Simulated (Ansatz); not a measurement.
Values for one crystal, relaxed and computed with plane-wave PAW r²SCAN+D4 (Ansatz code); other levels are named.

```yaml
volume_per_atom: 10.23 Å³
band_gap: 2.26 eV (indirect)
HSE06 gap on the r²SCAN+D4 cell: 2.90 eV
hole_effective_mass: 0.30, 0.50, 1.8 mₑ (principal values)
Formation energy from the elements (no fitted shifts): -1.91 eV/atom
Gap with spin–orbit coupling: 2.26 eV
Electron effective mass with spin–orbit coupling: 0.35, 0.48, 0.48 mₑ (principal values)
```

Q: Which compound is it?
(A) Ge2Sb2Te5, P-3m1 (Pearson symbol hP9)
(B) SiGeO3, P4mm (Si on 1b, Ge on 1a, O on 2c, O on 1b)
(C) HfO2, fluorite
(D) LaBi2ClO4, P4/mmm (La on 1a, Bi on 2h, Cl on 1b, O on 4i)

A: B, SiGeO3, P4mm (Si on 1b, Ge on 1a, O on 2c, O on 1b)

The start of the workflow was typed in or built on a structure type; neither database checked (COD, Materials Project) lists it. Whether it is the stable phase at ambient conditions was not checked. Symmetry was held in the r²SCAN+D4 relaxation; its stability against distortions is not shown here. The references are the lowest solids computed at this level, not always the standard phases (solids in place of the gases). Scalar-relativistic: spin–orbit coupling is off unless named, which matters more the heavier the elements.

Potentials: the later of the program's two PAW sets.
